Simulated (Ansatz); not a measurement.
SnO$_{2}$ in space group P4_2/nmc (No. 137; Sn on 2a, O on 4d), DFT-PBE in the program Ansatz with PAW potentials, all energies at zero smearing, with the estimated change up to a 700 eV cutoff added, with one set of potentials and settings (totals compare only within such a set). Cell of 6 atoms (2 Sn, 4 O): -14317.059 eV.

| element | reference phase | E (eV/atom) |
|---|---|---|
| Sn | Fd-3m, 2 atoms in the cell | -6024.2128 |
| O | C2/m, 4 atoms in the cell, spin-polarised | -565.0000 |

Formation energy per atom, worked out: (-14317.059 − 2×(-6024.2128) − 4×(-565.0000))/6 = -1.439 eV/atom (-139 kJ per mol of atoms), at 0 K, without zero-point energy or fitted corrections.

The cell is a constructed one: a structure type filled with these elements; neither database checked (COD, Materials Project) lists it. It is not the phase usual at ambient conditions (space group No. 136). The PBE relaxation kept the symmetry of its start; its stability against distortions is not shown here. The references are the lowest solids computed at this level, not always the standard phases (solids in place of the gases). Scalar-relativistic: spin–orbit coupling is off unless named, which matters more the heavier the elements.

Potentials: the later of the program's two PAW sets.
